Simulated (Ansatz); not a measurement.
A crystal relaxed with r2SCAN in the PAW code Ansatz has space group R-3m:H (No. 166) and a = 4.781 Å, c = 23.462 Å.

```
atom  site       x       y       z
  Xx    3a  0.0000  0.0000  0.0000
  Br    3b  0.6667  0.3333  0.8333
  Rb    6c  0.3333  0.6667  0.9207
```

With r2SCAN the gap is 5.03 eV and direct, at Γ. The HSE06 gap is direct at Γ: 5.61 eV. The PBE gap is direct at Γ: 4.44 eV. Meshes: r2SCAN 6×6×6, HSE06 4×4×4, PBE 6×6×6. r2SCAN's ε∞ is 2.3 in all directions.

Q: Which element is Xx?
A. Cl
B. F
C. I
D. H

A: A. Xx is Cl: Rb₂BrCl as one 4-atom ordering (R-3m) on the rocksalt lattice. Cl has 6 Rb at 3.33 Å; Br has 6 Rb at 3.44 Å; Rb has 3 Cl at 3.33 Å and 3 Br at 3.44 Å.

Note: simulated data, non-magnetic, for a generated structure that need not be the stable one.

Spin-orbit coupling is left out.
